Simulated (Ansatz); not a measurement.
GaPt₃:
```
GaPt3
1.0
    3.90795     0.00000     0.00000
    0.00000     3.90795     0.00000
    0.00000     0.00000     3.90795
Ga Pt
1 3
Cartesian
  0.00000   0.00000   0.00000
  0.00000   1.95398   1.95398
  1.95398   0.00000   1.95398
  1.95398   1.95398   0.00000
```

Relaxed with r²SCAN.

Q: Map the electron localisation function on the plane through (0.000, 0.000, 0.000) spanned by u = [1, 1, 0] and v = [1, 0, 1] in lattice vectors, from plane-wave PAW r²SCAN (Ansatz code).

A: x is the fraction of u, y of v (the angle between them is 60°; rows are the nearest grid lines); atoms in the plane: Ga at (0.00, 0.00), Pt at (0.50, 0.50), Pt at (0.00, 0.50), Pt at (0.50, 0.00).
```
|@  ...::--+*******+--::...  @|
|    .::::-=+******+=-::::.   |
|    .:::::-=+*****+=-:::::.  |
|.....::::::::-=+++=-::::::::.|
|.::::.:::::::::----:::::::::.|
|:::::::::::::::::::::::::::::|
|:::::::::::::::::::::::::::::|
|--::::::--==--::::::::::--==-|
|+=-:::::-=++++=-:::::::-=++++|
|*+=::::::=+***++-::::::-++***|
|**+-:::::-+*****+-:::::-+****|
|***+-::::-+******+-::::-+****|
|****+-::::-+******+-::::-+***|
|****+-:::::-+*****+-:::::-+**|
|***++-::::::-++***+=::::::=+*|
|++++=-:::::::-=++++=-:::::-=+|
|-==--::::::::::--==--::::::--|
|:::::::::::::::::::::::::::::|
|:::::::::::::::::::::::::::::|
|.:::::::::----:::::::::.::::.|
|.::::::::-=+++=-::::::::.....|
|  .:::::-=+*****+=-:::::.    |
|   .::::-=+******+=-::::.    |
|@  ...::--+*******+--::...  @|
```
Scale: ten equal steps from 0.024 (start of ' ') to 1.00 (end of '@'), in the order ' .:-=+*#%@'; x runs from 0.000 to 1.00, y from 0.000 (bottom) to 1.00 (top).

The density is the valence pseudo-density with augmentation charge, so density and ELF within about 1 Å of a nucleus are not all-electron values.

Space group Pm-3m (Cu3Au type). The workflow started from a Materials Project entry (that database holds measured and hypothetical structures alike); the Crystallography Open Database copy checked does not list it. COD files the formula under space group No. 127. Its standing as an ambient phase is unchecked. The cell was relaxed with r²SCAN under the symmetry of its start; whether a distortion lowers the energy is not shown. The run is not spin-polarised. Spin–orbit coupling is left out wherever it is not named.

Potentials: the later of the program's two PAW sets.
